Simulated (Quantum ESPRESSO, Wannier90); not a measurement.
Wannierisation of Ga₂AsP (R3m)

Structure: Materials Project mp-1224789, symmetrised, not relaxed again. Not found in the COD (Crystallography Open Database) copy used; not checked further. Computed values, not measurements, from LDA: Quantum ESPRESSO (norm-conserving PseudoDojo potentials, cutoff 64 Ry, no spin polarisation, no spin-orbit coupling) on a Γ-centred 8×8×8 mesh, then Wannier90. Density: 10×10×10 mesh, cold smearing 0.01 Ry. Spin-orbit coupling, left out, would split the p-like bands by a few tenths of an eV.

On the energy scale of pw.x, whose zero is arbitrary, the valence-band maximum lies at 8.00 eV.

Input w.win:

```
num_bands = 26
num_wann = 16
exclude_bands = 1-15
num_iter = 1000
conv_tol = 1.0e-6
conv_window = 4
dis_num_iter = 1000
dis_conv_tol = 1.0e-6
dis_froz_max = 10.30
write_hr = true
write_u_matrices = true
begin projections
Ga: sp3
P: sp3
As: sp3
end projections
begin unit_cell_cart
ang
   -1.9651101380    3.4036706015    0.0000000000
   -3.9302202761    0.0000000000    0.0000000000
   -1.9651101380    1.1345568672    6.4172630000
end unit_cell_cart
begin atoms_frac
Ga  -0.0024430000 -0.0024430000  0.0073290000
Ga  -0.4975070000 -0.4975070000  0.4925210000
P   -0.3749770000 -0.3749770000  0.1249310000
As   0.1249300000  0.1249300000 -0.3747900000
end atoms_frac
mp_grid = 8 8 8
begin kpoints
0.0000000000 0.0000000000 0.0000000000
0.0000000000 0.0000000000 0.1250000000
0.0000000000 0.0000000000 0.2500000000
... (509 more lines: the 8x8x8 mesh through Gamma)
end kpoints
```

Input of pw2wannier90.x that gives the overlap and projection files (equivalent; here they were cut from one run over all bands):

```
&inputpp
  outdir = './out'
  prefix = 'pwscf'
  seedname = 'w'
  write_amn = .true.
  write_mmn = .true.
/
```

Output w.wout (banner and timings cut):

```
                                    ------
                                    SYSTEM
                                    ------

                              Lattice Vectors (Ang)
                    a_1    -1.965110   3.403671   0.000000
                    a_2    -3.930220   0.000000   0.000000
                    a_3    -1.965110   1.134557   6.417263

                   Unit Cell Volume:      85.84485  (Ang^3)

                        Reciprocal-Space Vectors (Ang^-1)
                    b_1     0.000000   1.846003  -0.326369
                    b_2    -1.598685  -0.923001  -0.326369
                    b_3     0.000000   0.000000   0.979107

 *----------------------------------------------------------------------------*
 |   Site       Fractional Coordinate          Cartesian Coordinate (Ang)     |
 +----------------------------------------------------------------------------+
 | ga   1  -0.00244  -0.00244   0.00733   |    0.00000   0.00000   0.04703    |
 | ga   2  -0.49751  -0.49751   0.49252   |    1.96511  -1.13456   3.16064    |
 | p    1  -0.37498  -0.37498   0.12493   |    1.96511  -1.13456   0.80172    |
 | as   1   0.12493   0.12493  -0.37479   |   -0.00000  -0.00000  -2.40513    |
 *----------------------------------------------------------------------------*
                                ------------
                                K-POINT GRID
                                ------------

             Grid size =  8 x  8 x  8      Total points =  512

 *---------------------------------- MAIN ------------------------------------*
 |  Number of Wannier Functions               :                16             |
 |  Number of Objective Wannier Functions     :                16             |
 |  Number of input Bloch states              :                26             |
 |  Output verbosity (1=low, 5=high)          :                 1             |
 |  Timing Level (1=low, 5=high)              :                 1             |
 |  Optimisation (0=memory, 3=speed)          :                 3             |
 |  Length Unit                               :               Ang             |
 |  Post-processing setup (write *.nnkp)      :                 F             |
 |  Using Gamma-only branch of algorithms     :                 F             |
 *----------------------------------------------------------------------------*
 *------------------------------- WANNIERISE ---------------------------------*
 |  Total number of iterations                :              1000             |
 |  Number of CG steps before reset           :                 5             |
 |  Trial step length for line search         :             2.000             |
 |  Convergence tolerence                     :         0.100E-05             |
 |  Convergence window                        :                 4             |
 |  Iterations between writing output         :                 1             |
 |  Iterations between backing up to disk     :               100             |
 |  Write r^2_nm to file                      :                 F             |
 |  Write xyz WF centres to file              :                 F             |
 |  Write on-site energies <0n|H|0n> to file  :                 F             |
 |  Use guiding centre to control phases      :                 F             |
 |  Use phases for initial projections        :                 F             |
 *----------------------------------------------------------------------------*
 *------------------------------- DISENTANGLE --------------------------------*
 |  Using band disentanglement                :                 T             |
 |  Total number of iterations                :              1000             |
 |  Mixing ratio                              :             0.500             |
 |  Convergence tolerence                     :         1.000E-06             |
 |  Convergence window                        :                 3             |
 *----------------------------------------------------------------------------*
 *-------------------------------- PLOTTING ----------------------------------*
 |  Plotting Hamiltonian in WF basis          :                 T             |
 *----------------------------------------------------------------------------*

       ... (k-mesh section left out)

 Starting a new Wannier90 calculation ...

 Reading overlaps from w.mmn

 Reading projections from w.amn

 *------------------------------- DISENTANGLE --------------------------------*
 +----------------------------------------------------------------------------+
 |                              Energy  Windows                               |
 |                              ---------------                               |
 |                   Outer:   -4.72450  to   24.37801  (eV)                   |
 |                   Inner:   -4.72450  to   10.30000  (eV)                   |
 +----------------------------------------------------------------------------+
   Number of target bands to extract:   16

                   Unitarised projection of Wannier functions
                   ------------------------------------------
   A_mn = <psi_m|g_n> --> S = A.A^+ --> U = S^-1/2.A
   In dis_project... done
   Using an inner window (linner = T)
   In dis_proj_froz... done

                   Extraction of optimally-connected subspace
                   ------------------------------------------
 +---------------------------------------------------------------------+<-- DIS
 |  Iter     Omega_I(i-1)      Omega_I(i)      Delta (frac.)           |<-- DIS
 +---------------------------------------------------------------------+<-- DIS
       1      42.98039607      36.55737539       1.757E-01    <-- DIS
       2      37.61745849      34.40629974       9.333E-02    <-- DIS
       3      35.59820382      32.96841085       7.977E-02    <-- DIS
       4      33.91685829      31.84605089       6.503E-02    <-- DIS
       5      32.57373266      30.93759868       5.288E-02    <-- DIS
       6      31.49734136      30.18666162       4.342E-02    <-- DIS
       ... (lines left out)
     101      24.79031922      24.78951318       3.252E-05    <-- DIS
       ... (lines left out)
     148      24.77255905      24.77253661       9.058E-07    <-- DIS
     149      24.77245061      24.77243184       7.580E-07    <-- DIS
     150      24.77234686      24.77233152       6.190E-07    <-- DIS

             <<<      Delta < 1.000E-06  over  3 iterations     >>>
             <<< Disentanglement convergence criteria satisfied >>>

        Final Omega_I    24.77233152 (Ang^2)

 +----------------------------------------------------------------------------+

 Writing checkpoint file w.chk... done

 *------------------------------- WANNIERISE ---------------------------------*
 +--------------------------------------------------------------------+<-- CONV
 | Iter  Delta Spread     RMS Gradient      Spread (Ang^2)            |<-- CONV
 +--------------------------------------------------------------------+<-- CONV

 ------------------------------------------------------------------------------
 Initial State
  WF centre and spread    1  (  0.377440,  0.307223,  0.418504 )     2.41244826
  WF centre and spread    2  (  0.336937, -0.406627, -0.267722 )     2.40547361
  WF centre and spread    3  ( -0.475937,  0.406370, -0.267299 )     2.29727994
  WF centre and spread    4  ( -0.236893, -0.307195,  0.418125 )     2.49502527
  WF centre and spread    5  (  2.334643, -0.842929,  3.497553 )     2.34808639
  WF centre and spread    6  (  2.291205, -1.537952,  2.787629 )     2.38136323
  WF centre and spread    7  (  1.484824, -0.731424,  2.788012 )     2.26223715
  WF centre and spread    8  (  1.751527, -1.426142,  3.497184 )     2.43526590
  WF centre and spread    9  (  2.221797, -0.805970,  1.070509 )     1.58667600
  WF centre and spread   10  (  2.269123, -1.366220,  0.515303 )     1.58184698
  WF centre and spread   11  (  1.805888, -0.902922,  0.515455 )     1.64686974
  WF centre and spread   12  (  1.564864, -1.462996,  1.070324 )     1.49485947
  WF centre and spread   13  (  0.264589,  0.335472, -2.105435 )     1.74111148
  WF centre and spread   14  (  0.310056, -0.238676, -2.685717 )     1.74435742
  WF centre and spread   15  ( -0.167178,  0.238623, -2.685504 )     1.81031673
  WF centre and spread   16  ( -0.406115, -0.335327, -2.105668 )     1.64897545
  Sum of centres and spreads ( 15.726770, -9.076691,  6.461254 )    32.29219302

      0     0.323E+02     0.0000000000       32.2921930151  <-- CONV
        O_D=      0.0784078 O_OD=      7.4414537 O_TOT=     32.2921930 <-- SPRD
 ------------------------------------------------------------------------------
      1    -0.174E+00     0.3618796481       32.1185891033  <-- CONV
        O_D=      0.0750444 O_OD=      7.2712132 O_TOT=     32.1185891 <-- SPRD
      2    -0.234E+00     0.3933969437       31.8848930040  <-- CONV
        O_D=      0.0782068 O_OD=      7.0343547 O_TOT=     31.8848930 <-- SPRD
      3    -0.256E+00     0.4285989270       31.6291612723  <-- CONV
        O_D=      0.0819264 O_OD=      6.7749034 O_TOT=     31.6291613 <-- SPRD
      4    -0.229E+00     0.4495480555       31.4003717476  <-- CONV
        O_D=      0.0823292 O_OD=      6.5457110 O_TOT=     31.4003717 <-- SPRD
      5    -0.129E+00     0.3657227992       31.2713574669  <-- CONV
        O_D=      0.0798865 O_OD=      6.4191394 O_TOT=     31.2713575 <-- SPRD
       ... (lines left out)
    100    -0.293E-01     0.1446986730       28.9001530686  <-- CONV
        O_D=      0.0735989 O_OD=      4.0542226 O_TOT=     28.9001531 <-- SPRD
       ... (lines left out)
    200    -0.722E-03     0.0234385842       28.1243159709  <-- CONV
        O_D=      0.0729676 O_OD=      3.2790169 O_TOT=     28.1243160 <-- SPRD
       ... (lines left out)
    300    -0.796E-05     0.0025583363       28.1101801413  <-- CONV
        O_D=      0.0729465 O_OD=      3.2649022 O_TOT=     28.1101801 <-- SPRD
       ... (lines left out)
    358    -0.763E-06     0.0007931393       28.1099784650  <-- CONV
        O_D=      0.0729502 O_OD=      3.2646968 O_TOT=     28.1099785 <-- SPRD
    359    -0.695E-06     0.0008792720       28.1099777701  <-- CONV
        O_D=      0.0729497 O_OD=      3.2646966 O_TOT=     28.1099778 <-- SPRD
    360    -0.643E-06     0.0006942390       28.1099771269  <-- CONV
        O_D=      0.0729496 O_OD=      3.2646960 O_TOT=     28.1099771 <-- SPRD
             <<<     Delta < 1.000E-06  over  4 iterations     >>>
             <<< Wannierisation convergence criteria satisfied >>>
 Final State
  WF centre and spread    1  (  0.637645,  0.368235, -0.181370 )     2.03006979
  WF centre and spread    2  (  0.000111, -0.736233, -0.181666 )     2.03010745
  WF centre and spread    3  ( -0.637617,  0.368130, -0.181592 )     2.03009249
  WF centre and spread    4  ( -0.000136, -0.000130,  0.843721 )     2.05483055
  WF centre and spread    5  (  2.598676, -0.768700,  2.887250 )     2.00301207
  WF centre and spread    6  (  1.965202, -1.866048,  2.886904 )     2.00303816
  WF centre and spread    7  (  1.331607, -0.768768,  2.886995 )     2.00302343
  WF centre and spread    8  (  1.964960, -1.134707,  3.914912 )     1.95073552
  WF centre and spread    9  (  1.965357, -0.511005,  1.011001 )     1.43835881
  WF centre and spread   10  (  2.505284, -1.446618,  1.010183 )     1.43830271
  WF centre and spread   11  (  1.964753, -1.134197,  0.131929 )     1.41957418
  WF centre and spread   12  (  1.425056, -1.446417,  1.010782 )     1.43833437
  WF centre and spread   13  (  0.000415,  0.625361, -2.173764 )     1.56609725
  WF centre and spread   14  (  0.541993, -0.313234, -2.175463 )     1.56591195
  WF centre and spread   15  ( -0.000730,  0.000777, -3.054249 )     1.57245927
  WF centre and spread   16  ( -0.541664, -0.312919, -2.174261 )     1.56602913
  Sum of centres and spreads ( 15.720913, -9.076472,  6.461313 )    28.10997713

         Spreads (Ang^2)       Omega I      =    24.772331524
        ================       Omega D      =     0.072949629
                               Omega OD     =     3.264695973
    Final Spread (Ang^2)       Omega Total  =    28.109977127
```
